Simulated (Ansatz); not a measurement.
An ordered 4-atom cell of Rb₂BrCl on the rocksalt lattice (R-3m), relaxed with r2SCAN: 7 runs in the plane-wave code Ansatz, each a construction of maximally localised Wannier functions. It is trigonal, R-3m (No. 166); a = 4.781 Å, c = 23.462 Å in the conventional setting, 38.70 Å³ an atom. Cl is surrounded by 6 Rb at 3.33 Å; Br is surrounded by 6 Rb at 3.44 Å; Rb is surrounded by 3 Cl at 3.33 Å and 3 Br at 3.44 Å. Values at 0 K without nuclear motion; spin polarisation is off, and the phase may be a hypothetical one.

```
Cl Br Rb
1.0
     2.39044    1.38012    7.82054
    -2.39044    1.38012    7.82054
     0.00000   -2.76024    7.82054
Cl Br Rb
1 1 2
Direct
  0.00000 0.00000 0.00000
  0.50000 0.50000 0.50000
  0.25399 0.25399 0.25399
  0.74601 0.74601 0.74601
```

Windows count from the top of the filled bands; a dash means that no such window was set (without an outer window there is no disentanglement). Rows marked drawn have settings drawn at random (some not listed).

```tsv
functional	SCF mesh	trial orbitals	functions	mesh	window (eV)	frozen (eV)	settings	Ω total (Å²)	Ω invariant (Å²)	largest spread (Å²)	least projectability	interpolation miss of the model's filled bands (eV, to the nearest computed level)
PBE	6×6×6	Cl s, Cl p, Br s, Br p	8	4×4×4	–	–	chosen	10.58	9.01	1.46	0.95	0.004
PBE	6×6×6	Cl s, Cl p, Br s, Br p	8	6×6×6	–	–	chosen	10.88	9.31	1.50	0.95	0.001
r2SCAN	6×6×6	Cl p, Br p	6	4×4×4	–	–	chosen	9.88	9.85	1.84	0.98	0.004
HSE06	4×4×4	Cl s, Cl p, Br s, Br p	8	4×4×4	–	–	chosen	10.32	8.74	1.43	0.95	–
PBE	6×6×6	Cl p, Br p, Cl s	7	4×4×4	–	–	drawn	10.43	9.70	1.87	0.94	0.005
```

Question: Estimate from these rows what the further settings give.
```
functional  SCF mesh          trial orbitals  functions   mesh  window (eV)  frozen (eV)  settings
    r2SCAN     6×6×6  Cl s, Cl p, Br s, Br p          8  4×4×4            –            –    chosen
       PBE     6×6×6              Cl p, Br p          6  4×4×4            –            –    chosen
```

Answer:
```tsv
functional	SCF mesh	trial orbitals	functions	mesh	window (eV)	frozen (eV)	settings	Ω total (Å²)	Ω invariant (Å²)	largest spread (Å²)	least projectability	interpolation miss of the model's filled bands (eV, to the nearest computed level)
r2SCAN	6×6×6	Cl s, Cl p, Br s, Br p	8	4×4×4	–	–	chosen	10.36	8.78	1.43	0.95	0.004
PBE	6×6×6	Cl p, Br p	6	4×4×4	–	–	chosen	10.07	10.04	1.87	0.98	0.005
```

A dash in the last column means that the miss wasn't evaluated.

For Cl s, Cl p, Br s, Br p with PBE the spread goes 10.58 Å² (4×4×4), 10.88 Å² (6×6×6): finite differences on a coarse mesh understate it.

Spin-orbit coupling is left out.
